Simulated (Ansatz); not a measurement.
## CuSe: reading a single point

```
CELL_PARAMETERS angstrom
3.80437 0.00000 0.00000
-1.90219 3.29468 0.00000
0.00000 0.00000 16.35879
ATOMIC_POSITIONS crystal
Se 0.00000 0.00000 0.07050
Se 0.00000 0.00000 0.57050
Se 0.00000 0.00000 0.42950
Se 0.00000 0.00000 0.92950
Cu 0.33330 0.66670 0.10780
Cu 0.66660 0.33330 0.60780
Cu 0.33330 0.66670 0.39220
Cu 0.66670 0.33340 0.89220
Cu 0.33330 0.66670 0.75000
Cu 0.66660 0.33330 0.25000
Se 0.33330 0.66670 0.25000
Se 0.66660 0.33330 0.75000
```

Level: PBEsol, no spin polarisation; 420 eV; 10×10×2 Γ-centred mesh; fermi-dirac occupations (width 0.1 eV); Ansatz 0.2.0, fixed geometry.

Forces: The largest is on Se2 (and as large on other atoms): 0.38 eV/Å, components (0.00, 0.00, 0.38). It makes 74° with the line to a nearest neighbour, Cu6 at 2.28 Å.
At the Fermi level: It is a metal, with about 3 states/eV a cell as the mean within 0.25 eV of the Fermi level, mostly Se p (57 %) and Cu d (35 %).
Charges: Bader charges in e: Cu +0.32, Se -0.50 to -0.22. In the mean Cu gives up most and Se takes most.
Stress: The pressure is 13.5 GPa (compression positive), so with the atoms held at these fractions the cell would first expand.
Contacts: Cu–Se at 2.20 Å: least valence density 0.68 e/Å³ and ELF 0.40 there. Se–Se at 2.31 Å: least valence density 0.73 e/Å³ and ELF 0.72 there. Both are smooth PAW fields, read partly inside the augmentation spheres.

Origin: a database entry at a rescaled volume. Caveats: many states at the Fermi level without spin polarisation, so a magnetic state may lie lower; atoms or cell far from equilibrium.
